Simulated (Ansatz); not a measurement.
Relaxed-ion elastic tensor of SiNi3 (Cu3Au type, Pm-3m) in GPa (Voigt order), LDA (plane waves, PAW; program Ansatz); density 8.42 g/cm³, 10.07 Å³ per atom.

```
385  196  196  0.0  0.0  0.0
196  385  196  0.0  0.0  0.0
196  196  385  0.0  0.0  0.0
0.0  0.0  0.0  155  0.0  0.0
0.0  0.0  0.0  0.0  155  0.0
0.0  0.0  0.0  0.0  0.0  155
```

Q: Is the crystal mechanically stable?

A: Yes: the smallest eigenvalue of C is 155 GPa.

Q: Work out the Voigt, Reuss and Hill averages.

A: K_V = 259, K_R = 259, K_H = 259; G_V = 130, G_R = 123, G_H = 127 GPa.

Q: Give Young's modulus, Poisson's ratio, Pugh's ratio and the universal anisotropy index.

A: E = 9KG/(3K + G) = 327 GPa; ν = 0.29; K/G = 2.04 (ductile by the Pugh limit of 1.75); A_U = 5G_V/G_R + K_V/K_R − 6 = 0.30.

Q: Estimate the sound speeds and the Debye temperature.

A: v_l = √((K + 4G/3)/ρ) = 7140 m/s, v_t = √(G/ρ) = 3880 m/s, mean 4330 m/s; Θ = (h/k)(3n/4πV)^(1/3) v_m = 597 K.

Q: Give the Zener ratio and Young's modulus along [100], [110] and [111].

A: A = 2C44/(C11 − C12) = 1.64; 1/E = S11 − 2(S11 − S12 − S44/2)Γ with Γ = 0, 1/4, 1/3 gives 253, 341, 387 GPa.

The LDA relaxation kept the symmetry of its start; of distortions, only those at the zone centre were tested. No spin polarisation was allowed. As this level gives no gap, shear constants depend on the k-mesh and smearing (Fermi–Dirac, 0.1 eV here).

Potentials: the later of the program's two PAW sets.
